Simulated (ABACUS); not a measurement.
A self-consistent single point of the (111) slab of TiAl (cut from a parent of space group no. 123; 6 atoms in the cell) with ABACUS.

Level of theory: ABACUS with PBE, numerical atomic orbitals TZDP (confined pseudo-atomic orbitals with Gaussian additions; energy shift 0.01 Ry), PseudoDojo 0.5 standard norm-conserving PBE (tails mended) pseudopotentials.

The change in words: atom 4 moved by -0.08 angstrom along y. Reference geometry (Cm):
```yaml
crystal:
  lattice:
    - [3.97500, 0.00000, 0.00000]
    - [1.98750, 4.52614, 0.00000]
    - [0.00000, 0.00000, 14.46410]
  atoms:
    - { symbol: Ti, position: [0.45887, 0.33227, 0.34568] }
    - { symbol: Ti, position: [0.05528, 0.13944, 0.46913] }
    - { symbol: Ti, position: [0.65169, 0.94662, 0.59259] }
    - { symbol: Al, position: [0.75707, 0.73586, 0.40741] }
    - { symbol: Al, position: [0.35348, 0.54303, 0.53087] }
    - { symbol: Al, position: [0.94990, 0.35021, 0.65432] }
```

Reference input (self-consistent single point, DFT, PBE, numerical atomic orbitals TZDP (confined pseudo-atomic orbitals with Gaussian additions; energy shift 0.01 Ry), PseudoDojo 0.5 standard norm-conserving PBE (tails mended) pseudopotentials): basis = TZDP numerical atomic orbitals, energy shift 0.01 Ry; KPT = Gamma 4 4 1 0 0 0; basis_type = lcao; ecutwfc = 100 Ry; smearing_method = mp; smearing_sigma = 0.00734986 Ry; potentials = PseudoDojo 0.5 standard norm-conserving PBE (tails mended); symmetry = 1; symmetry_prec = 1e-05; ks_solver = genelpa; scf_nmax = 100; scf_thr = 1.0e-07. This run's input differs from it in these lines:

```diff
@@ -49,3 +49,3 @@
 3
-   8.4506242001    6.2938864512   11.1357866429 1 1 1
+   8.4506279726    6.1427093266   11.1357866429 1 1 1
    4.6947890089    4.6446402448   14.5102599893 1 1 1
```

Log, with long lists cut:

```
 SELF-CONSISTENT
 -------------------------------------------

                  longest orb rcut (Bohr) = 8
   longest nonlocal projector rcut (Bohr) = 1.78
                     search radius (Bohr) = 19.6

                          real space grid = [ 48, 60, 180 ]
                                 init_chg = atomic

 LCAO ALGORITHM --------------- ION=   1  ELEC=   1--------------------------------

 Density error is 0.140584611398
 E_KohnSham     -368.6497862792      -5015.7376598792
 E_Fermi        0.0135122074         0.1838430134

 LCAO ALGORITHM --------------- ION=   1  ELEC=   2--------------------------------

   [... lines left out ...]

   [... 25 blocks of this kind left out ...]

 LCAO ALGORITHM --------------- ION=   1  ELEC=  28--------------------------------

 Density error is 1.33455039137e-07
 E_KohnSham     -369.8373210487      -5031.8948993182
 E_Fermi        0.1567697089         2.1329613148

 LCAO ALGORITHM --------------- ION=   1  ELEC=  29--------------------------------

 Density error is 7.944744148e-08
 E_KohnSham     -369.8373210511      -5031.8948993499
 E_KS(sigma->0) -369.8372546267      -5031.8939955994
 E_entropy(-TS) -0.0001992732        -0.0027112515
 E_Fermi        0.1567699770         2.1329649626
 charge density convergence is achieved
 final etot is -5031.8948993 eV
 EFERMI = 2.1329649626 eV

 STATE ENERGY(eV) AND OCCUPATIONS    NSPIN == 1
   [... 30 lines left out ...]

 TOTAL-FORCE (eV/Angstrom)
                       Ti1         0.0000000000        -0.1736687800         0.4604883132
                       Ti2         0.0000000000        -0.1848958436        -0.1235624110
                       Ti3         0.0000000000        -0.1532059602         0.3732314972
                       Al1         0.0000000000         0.4474146844        -0.2532834480
                       Al2         0.0000000000         0.0190850511        -0.0771765798
                       Al3         0.0000000000         0.0452708484        -0.3796973715

 TOTAL-STRESS (KBAR)
       -34.3175393074        -0.0000037910         0.0000000000
        -0.0000037910       -19.8758221301        -1.3630388518
         0.0000000000        -1.3630388518        -6.5746124039
 TOTAL-PRESSURE: -20.255991 KBAR

 --------------------------------------------
 !FINAL_ETOT_IS -5031.8948993499361677 eV
 --------------------------------------------
```

The run converged in 29 iterations. Against the reference run the free energy goes up by 2.0 meV/atom and the largest force goes from 0.488 to 0.514 eV/Å.

The atom-centred basis is finite, which shifts total energies and forces against plane waves. No dipole correction was used; where the two faces of such a cut differ, images can couple through a dipole. No clean gap shows at this smearing width and mesh (spacing up to 0.43 Å⁻¹); the mesh is coarse for partly filled bands, so the values carry mesh errors.

Cost on one core: about 4 core-minutes (a rough figure).

The atomic orbitals were generated for these runs; they are not ABACUS's published sets and were checked against plane waves on a few crystals only.

“Tails mended”: in these copies of the files the far tail of each local potential was reset to the Coulomb form.
